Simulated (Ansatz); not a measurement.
YHSe:
```cif
data_HSeY
_chemical_formula_sum 'Y1 H1 Se1'
_space_group_name_H-M_alt 'P 1'
_space_group_IT_number 1
_cell_length_a 3.83893
_cell_length_b 3.83893
_cell_length_c 3.91904
_cell_angle_alpha 90.000
_cell_angle_beta 90.000
_cell_angle_gamma 120.000
loop_
_space_group_symop_operation_xyz
  'x, y, z'
loop_
_atom_site_label
_atom_site_type_symbol
_atom_site_fract_x
_atom_site_fract_y
_atom_site_fract_z
_atom_site_occupancy
Y1 Y 0.00000 0.00000 0.00000 1
H1 H 0.33333 0.66667 0.00000 1
Se1 Se 0.66667 0.33333 0.50000 1
```

Relaxed with r²SCAN. r²SCAN (plane waves, PAW; program Ansatz) gives a gap of 2.07 eV.

Problem. What gap does HSE06 give on the same cell (Ansatz, PAW)?

Solution. 2.31 eV, 0.24 eV more. The hybrid was solved on a coarser mesh and at special points; the gap given is the minimum over both.

```
k  v1 r²SCAN  c1 r²SCAN    v1 HSE06    c1 HSE06
-  ---------  ---------  ----------  ----------
Γ      -1.40       2.07       -1.52        2.31
A       0.00       2.35  (withheld)  (withheld)
K      -0.67       2.65       -0.75        3.05
H      -2.43       4.75  (withheld)  (withheld)
M      -1.36       3.27  (withheld)  (withheld)
L      -2.19       4.30  (withheld)  (withheld)
```

Problem. Top valence (v1) and lowest conduction level (c1) in eV from each method's valence maximum (which need not be a listed point): supply the withheld HSE06 values.

Solution. 
- L, v1 HSE06: -2.39
- L, c1 HSE06: 4.64
- A, v1 HSE06: 0.00
- A, c1 HSE06: 2.74
- H, v1 HSE06: -2.73
- H, c1 HSE06: 5.02
- M, v1 HSE06: -1.52
- M, c1 HSE06: 3.55

Cost on shared cores: the r²SCAN run (SCF on a 8×8×7 mesh, then bands and DOS) around 40 core-seconds (rough), the HSE06 run (SCF on 6×6×5, then a few points) around 2.5 core-minutes (rough); the tasks are unlike.

Space group P-6m2. The workflow started from a Materials Project entry (that database holds measured and hypothetical structures alike); the Crystallography Open Database copy checked does not list it. Its standing as an ambient phase is unchecked. The cell was relaxed with r²SCAN under the symmetry of its start; its stability against distortions is not shown here. No spin polarisation was allowed. Spin–orbit coupling is left out wherever it is not named.

Potentials: the later of the program's two PAW sets.
